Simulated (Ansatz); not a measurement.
BeTe:
```
CELL_PARAMETERS angstrom
      0.00000     2.80223     2.80223
      2.80223     0.00000     2.80223
      2.80223     2.80223     0.00000
ATOMIC_POSITIONS crystal
  Te 0.75000 0.75000 0.75000
  Be 0.00000 0.00000 0.00000
```

Cartesian axes are those of the cell as given.

Q: Give the high-frequency dielectric tensor and the Born effective charge tensors of the independent atoms from DFPT, PBEsol in the plane-wave PAW code Ansatz.

A: 
ε∞:
```
7.54  0.00  0.00
0.00  7.54  0.00
0.00  0.00  7.54
```
Z* of atom 1 (Te), rows: field, columns: displacement, in e:
```
-1.31   0.00   0.00
 0.00  -1.31   0.00
 0.00   0.00  -1.31
```
Z* of atom 2 (Be), rows: field, columns: displacement, in e:
```
1.31  0.00  0.00
0.00  1.31  0.00
0.00  0.00  1.31
```

Space group F-43m (zinc blende). Symmetry was held in the PBEsol relaxation. Scalar-relativistic: spin–orbit coupling is off unless named, which matters more the heavier the elements.

Potentials: the later of the program's two PAW sets.
